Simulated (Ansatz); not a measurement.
**SrScS₂ in Ansatz, settings compared**

The input file (Ansatz 0.2.0, plane waves):

```yaml
crystal:
  lattice:
    - [4.249735, 0.0, 0.0]
    - [0.0, 4.782173, 0.0]
    - [0.0, 0.0, 9.418819]
  atoms:
    - { symbol: Sr, position: [0.25, 0.75, 0.32245] }
    - { symbol: Sr, position: [0.75, 0.25, 0.67755] }
    - { symbol: Sc, position: [0.75, 0.25, 0.0906] }
    - { symbol: Sc, position: [0.25, 0.75, 0.9094] }
    - { symbol: S, position: [0.75, 0.75, 0.0557] }
    - { symbol: S, position: [0.25, 0.25, 0.9443] }
    - { symbol: S, position: [0.75, 0.25, 0.3473] }
    - { symbol: S, position: [0.25, 0.75, 0.6527] }
  symmetry: { tolerance: 0.0003 }
kpoints:
  mp_grid: { grid: [4, 4, 2], shift: [0, 0, 0] }
magnetization:
  spin_polarized: false
scf:
  occupations: { method: fermi_dirac }
hamiltonian:
  pseudopotentials: { kind: paw }
  xc: pbe
basis:
  ecutwfc: 420
output:
  forces: true
  stress: true
  eigenvalues: true
relax:
  max_steps: 40
  cell: {}
```

The command:

```bash
ansatz run input.yaml --threads 1 --pin off --max-ram 2560MiB --backend cpu --events-out ev --progress --plain --runs-dir out
```

Origin of the cell: a known structure type with other elements, at an estimated volume, so it need not be a known compound.

The smearing width isn't typed, so it takes its default of 0.1 eV.

Output of this run (shortened):

```
Pseudopotentials: kind: paw
Pseudopotential: Sr, paw, valence charge 10, recommended cutoff 420 eV (normal), Sr.paw.azcp
Pseudopotential: Sc, paw, valence charge 11, recommended cutoff 420 eV (normal), Sc.paw.azcp
Pseudopotential: S, paw, valence charge 6, recommended cutoff 420 eV (normal), S.paw.azcp
Functional definition: PBE
  exchange = pbe_x(kappa = kappa, mu = beta*pi^2/3)
  correlation = pbe_c(beta = beta)
Crystal: 8 atoms, lattice volume = 191.418 Å³
Basis set: ecut = 420 eV, 3727 PW (Γ), exchange–correlation on 60×64×128 points (8 copies of the dense FFT grid, shifted against one another)
Bands: 41, of which v1, the nominal top of the filled ones, is band 33 counted from 1 (32 counted from 0)
Symmetry: 8 space group operations
Space group: Pmmn (ITA 59), of the structure as read, at distance tolerance 1.7e-3 Å
[… 7 lines left out …]
Initial density: superposition of atomic densities (neutral atoms: chi_scale 0, normalization atom), corrected by the library's trained network
Functional: x = pbe(κ = 0.804, μ = 0.219515), c = pbe(β = 0.066725)
SCF iter   1: F=—  HF=-14982.531458 eV  Δρ=3.05e-3  dr2=6.86e-2
SCF iter   2: F=—  HF=-14982.527644 eV  Δρ=1.95e-3  dr2=4.77e-2
SCF iter   3: F=—  HF=-14982.522048 eV  Δρ=7.51e-4  dr2=4.35e-3
SCF iter   4: F=—  HF=-14982.521326 eV  Δρ=3.43e-4  dr2=1.13e-3
SCF iter   5: F=—  HF=-14982.521172 eV  Δρ=1.10e-4  dr2=7.76e-5
SCF iter   6: F=—  HF=-14982.520991 eV  Δρ=4.72e-5  dr2=1.03e-5
SCF iter   7: F=—  HF=-14982.520994 eV  Δρ=1.47e-5  dr2=8.98e-7
SCF iter   8: F=—  HF=-14982.520994 eV  Δρ=5.19e-6  dr2=1.03e-7
SCF iter   9: F=-14982.520994 eV  HF=-14982.520994 eV  Δρ=1.51e-6  dr2=8.53e-9
relax step   1: F+E_penalty+E_count = -14982.520994 eV  Δ(F+E_penalty+E_count) = +0.000e0 eV  max|allowed force component| = 9.268e-1 eV/Å  Δτ_max = 0.0000 Å  P = +2.718 GPa  Ω = 191.418 Å³ […]
relax step   2: F+E_penalty+E_count = -14983.222614 eV  Δ(F+E_penalty+E_count) = -7.016e-1 eV  max|allowed force component| = 6.010e-1 eV/Å  Δτ_max = 0.1951 Å  P = +0.010 GPa  Ω = 192.197 Å³ […]
relax step   3: F+E_penalty+E_count = -14983.391066 eV  Δ(F+E_penalty+E_count) = -1.685e-1 eV  max|allowed force component| = 2.442e-1 eV/Å  Δτ_max = 0.1967 Å  P = -0.297 GPa  Ω = 189.093 Å³ […]
relax step   4: F+E_penalty+E_count = -14983.409993 eV  Δ(F+E_penalty+E_count) = -1.893e-2 eV  max|allowed force component| = 4.774e-2 eV/Å  Δτ_max = 0.0427 Å  P = -0.063 GPa  Ω = 188.554 Å³ […]
relax step   5: F+E_penalty+E_count = -14983.411414 eV  Δ(F+E_penalty+E_count) = -1.421e-3 eV  max|allowed force component| = 2.382e-2 eV/Å  Δτ_max = 0.0078 Å  P = -0.008 GPa  Ω = 188.462 Å³ […]
relax step   6: F+E_penalty+E_count = -14983.411546 eV  Δ(F+E_penalty+E_count) = -1.317e-4 eV  max|allowed force component| = 1.832e-2 eV/Å  Δτ_max = 0.0037 Å  P = -0.006 GPa  Ω = 188.418 Å³ […]
relax step   7: F+E_penalty+E_count = -14983.411617 eV  Δ(F+E_penalty+E_count) = -7.131e-5 eV  max|allowed force component| = 1.669e-3 eV/Å  Δτ_max = 0.0022 Å  P = -0.001 GPa  Ω = 188.441 Å³ […]
relax step   8: F+E_penalty+E_count = -14983.411551 eV  Δ(F+E_penalty+E_count) = +6.681e-5 eV  max|allowed force component| = 1.642e-3 eV/Å  Δτ_max = 0.0000 Å  P = -0.002 GPa  Ω = 188.441 Å³  stress off target by 7.85e-3 GPa […]
SCF 8 converged in 6 iterations: F = -14983.411551 eV  dr2 = 5.66e-11
basis re-selected at this cell: Δ(F+E_penalty+E_count) = +6.681e-5 eV, ΔP = -0.001 GPa vs the last step (what re-selecting the basis moved, of the pressure what is left beyond the Pulay corre […]
SCF converged after 6 iterations
Free energy (F): -14983.411551 eV
Harris-Foulkes:  -14983.411551 eV  (|F-HF|=4.73e-11)
Internal energy: -14983.259638 eV  (E = F + TS)
E sigma→0 (E₀):  -14983.335595 eV
Entropy (-TS):   -0.151912 eV (-18.989 meV/atom)
Fermi energy:    9.067697 eV
--- Per-component energies (eV) ---
  E_band       = -513.680138
  E_kinetic    = 1449.784747
  E_local      = -3968.042654  (includes V_loc(G=0)·N_el)
  E_nonlocal   = 681.116561
  E_hartree    = 1299.072651
  E_xc         = -950.394060
  E_vxc        = -941.087200  (∫ρ·V_xc dr)
  E_paw        = -9701.805206  (= ΣΔE_a)
  E_vpaw       = -333.597183  (= ΣTr[D̂ρ^β])
  E_aug_tail   = 0.000025  (compensation charges beyond the density's cutoff)
  E_ewald      = -3792.991703
  E_smearing   = -0.151912  (= −TS)
  Σ components = -14983.411551   (vs F -14983.411551, Δ=0.00e0)
--- Forces (eV/Å), atoms counted from 1 ---
  atom   1  Sr    -0.000000    -0.000000    -0.000242
  atom   2  Sr     0.000000     0.000000     0.000242
  atom   3  Sc    -0.000000    -0.000000    -0.001223
  atom   4  Sc     0.000000     0.000000     0.001223
  atom   5  S     -0.000000    -0.000000    -0.000055
  atom   6  S      0.000000     0.000000     0.000055
  atom   7  S      0.000000     0.000000     0.001642
  atom   8  S     -0.000000    -0.000000    -0.001642
  max |Σ_I F_I| component: 0.00e0 eV/Å
--- Stress (GPa, compression-positive) ---
       -0.007849       0.000000      -0.000000
        0.000000       0.002330      -0.000000
       -0.000000      -0.000000      -0.000362
  P = ⅓ Tr σ = -0.0020 GPa (-0.020 kbar)
--- Relaxed structure (7 steps of the walk, 7 accepted, 1 SCFs on fresh bases) ---
  F+E_penalty+E_count = -14983.411551 eV   max|allowed force component| = 1.642e-3 eV/Å   (the final SCF, on the basis selected at the relaxed cell)
  cell:  # Å, volume = 188.4405 Å³
    - [3.967200, 0.0, 0.0]
    - [0.0, 4.999136, 1.437e-17]
    - [0.0, 2.831e-17, 9.501567]
  atoms:
    - { symbol: Sr, position: [0.25, 0.75, 0.341462] }
    - { symbol: Sr, position: [0.75, 0.25, 0.658538] }
    - { symbol: Sc, position: [0.75, 0.25, 0.077954] }
    - { symbol: Sc, position: [0.25, 0.75, 0.922046] }
    - { symbol: S, position: [0.75, 0.75, 0.093428] }
    - { symbol: S, position: [0.25, 0.25, 0.906572] }
    - { symbol: S, position: [0.75, 0.25, 0.350474] }
    - { symbol: S, position: [0.25, 0.75, 0.649526] }
```

The same input was run again with these changes:

1. `scf.convergence.dr2_threshold` default → 1.0e-05
2. `basis.ecutwfc` 420 → "800 eV"; `hamiltonian.xc` pbe → pbesol
3. `scf.convergence.dr2_threshold` default → 1.0e-08
4. `scf.lower_state_search` default → "off"

| run | end | SCF iterations | volume (Å³/atom) | max force component (eV/Å) | moment (μB) | ΔE(σ→0) (meV/atom) |
| --- | --- | --- | --- | --- | --- | --- |
| base | converged | 55 | 23.56 | 0.002 | – | 0 |
| 1 | converged | 51 | 23.55 | 0.002 | – | 0.00 |
| 2 | converged | 49 | 22.50 | 0.005 | – | – |
| 3 | converged | 64 | 23.56 | 0.002 | – | 0.00 |
| 4 | converged | 55 | 23.56 | 0.002 | – | 0.00 |

Energies are compared only where functional, datasets, charge and starting cell are the same.

Caveats of the base run: the k mesh is coarse if the cell is a metal; the relaxation held the start's symmetry, so the end may be a saddle point.

Run 1: the SCF threshold is loose for forces.

Time of the base run: 44 s on 1 thread of Intel(R) Xeon(R) 6975P-C (Granite Rapids), with other jobs on the host, peak memory 0.51 GiB, from the program's own first density.
